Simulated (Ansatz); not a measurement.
GaAs:
```
GaAs
1.0
    0.00000     2.87253     2.87253
    2.87253     0.00000     2.87253
    2.87253     2.87253     0.00000
Ga As
1 1
Direct
  0.00000   0.00000   0.00000
  0.75000   0.75000   0.75000
```

Relaxed with PBE. Special points in fractions of this cell's reciprocal vectors: Γ (0.000, 0.000, 0.000); X (0.500, 0.000, 0.500); U (0.625, 0.250, 0.625); K (0.375, 0.375, 0.750); L (0.500, 0.500, 0.500); W (0.500, 0.250, 0.750).

Problem. List the band energies nearest the valence-band maximum at these points for PBE (plane waves, PAW; program Ansatz).

Solution. In eV from the valence-band maximum; about four levels below and three above (degenerate sets whole), none deeper than 8.9 eV; points with the same levels are listed once.

```
k              below                above
-  -----------------  -------------------
Γ     0.00 0.00 0.00  0.16 3.72 3.72 3.72
X  -6.59 -2.51 -2.51  1.56 1.68 9.80 9.80
U  -6.42 -3.61 -2.12       1.99 4.53 7.70
L  -6.38 -1.07 -1.07       0.87 4.63 4.63
W  -6.42 -3.31 -3.12       4.40 4.70 5.26
```

Space group F-43m (zinc blende). Symmetry was held in the PBE relaxation. Scalar-relativistic: spin–orbit coupling is off unless named, which matters more the heavier the elements.

Potentials: the earlier of the program's two PAW sets.
